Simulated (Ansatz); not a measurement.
SrBiClO2:
Space group Cmcm (No. 63); a = 5.688 Å, b = 12.295 Å, c = 5.589 Å, α = 90.00°, β = 90.00°, γ = 90.00°

| atom | site | symmetry | x | y | z |
|---|---|---|---|---|---|
| Sr | 4c | m2m | 0.0000 | 0.1098 | 0.2500 |
| Bi | 4c | m2m | 0.0000 | 0.4165 | 0.2500 |
| Cl | 4c | m2m | 0.0000 | 0.2445 | 0.7500 |
| O | 8e | 2.. | 0.2643 | 0.0000 | 0.0000 |
(The calculation used a cell of 10 atoms; values per cell refer to that cell.)

Relaxed with PBEsol. The program Ansatz at the PBEsol level (PAW) gives a gap of 3.33 eV.

Q: What gap does HSE06 give on the same cell (Ansatz, PAW)?

A: 4.53 eV, 1.20 eV more. The hybrid was solved on a coarser mesh and at special points; its gap is the smallest among all of these.

| k | v1 PBEsol | c1 PBEsol | v1 HSE06 | c1 HSE06 |
|---|---|---|---|---|
| Γ | -0.44 | 3.62 | (withheld) | (withheld) |
| Y | -0.44 | 3.33 | -0.59 | 4.53 |
| T | -0.68 | 4.33 | -0.91 | 5.56 |
| Z | -0.56 | 4.28 | -0.61 | 5.54 |
| S | 0.00 | 3.48 | (withheld) | (withheld) |
| R | -0.37 | 4.38 | -0.41 | 5.60 |
| Σ0 | -0.06 | 3.71 | (withheld) | (withheld) |
| A0 | -0.45 | 4.31 | (withheld) | (withheld) |

Q: Top valence (v1) and lowest conduction level (c1) in eV from each method's valence maximum (which need not be a listed point): supply the withheld HSE06 values.

A: 
- S, v1 HSE06: 0.00
- S, c1 HSE06: 4.67
- Σ0, v1 HSE06: -0.06
- Σ0, c1 HSE06: 4.90
- A0, v1 HSE06: -0.49
- A0, c1 HSE06: 5.52
- Γ, v1 HSE06: -0.55
- Γ, c1 HSE06: 4.85

Cost on shared cores: the PBEsol run (SCF on a 6×6×5 mesh, then bands and DOS) around 2.6 core-minutes (rough), the HSE06 run (SCF on 3×3×3, then a few points) around 4 core-minutes (rough); the tasks are unlike.

The first step of the workflow began from a Materials Project structure, measured or hypothetical; the Crystallography Open Database copy checked does not list it. Whether it is the stable phase at ambient conditions was not checked. Symmetry was held in the PBEsol relaxation; its stability against distortions is not shown here. Spin–orbit coupling is left out wherever it is not named.

Potentials: the later of the program's two PAW sets.
